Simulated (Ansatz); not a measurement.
**MgBeS3: relaxed-ion elastic tensor**

Method: DFT PBE, scalar-relativistic, plane waves, PAW in Ansatz. Cutoff 420 eV, 12×12×4 k-points (Γ-centred), fixed occupations. No spin polarisation.

The cell, relaxed at this level:
```
CELL_PARAMETERS angstrom
3.74591 0.00000 0.00000
-1.87296 3.24406 0.00000
0.00000 0.00000 7.45882
ATOMIC_POSITIONS crystal
Mg 0.66667 0.33333 0.20897
Be 0.33333 0.66667 0.64499
S 0.33333 0.66667 0.37918
S 0.00000 0.00000 0.02011
S 0.00000 0.00000 0.73675
```

The cell was found from a proposed guess, not taken from experiment.

Question: Give the relaxed-ion elastic constants (GPa, Voigt order xx yy zz yz xz xy, on the Cartesian axes of the cell above).

Answer:
C11 = 93.0, C12 = 49.6, C13 = 31.0, C22 = 93.0, C23 = 31.0, C33 = 195.7, C44 = 30.1, C55 = 30.1, C66 = 21.7 GPa; the others vanish.

Question: Is the crystal stable against homogeneous strain?

Answer: Yes: the least eigenvalue of the tensor is 21.7 GPa.

Question: And the moduli of a polycrystal (Hill averages)?

Answer: B = 65 GPa, G = 32 GPa, E = 82 GPa, ν = 0.29.
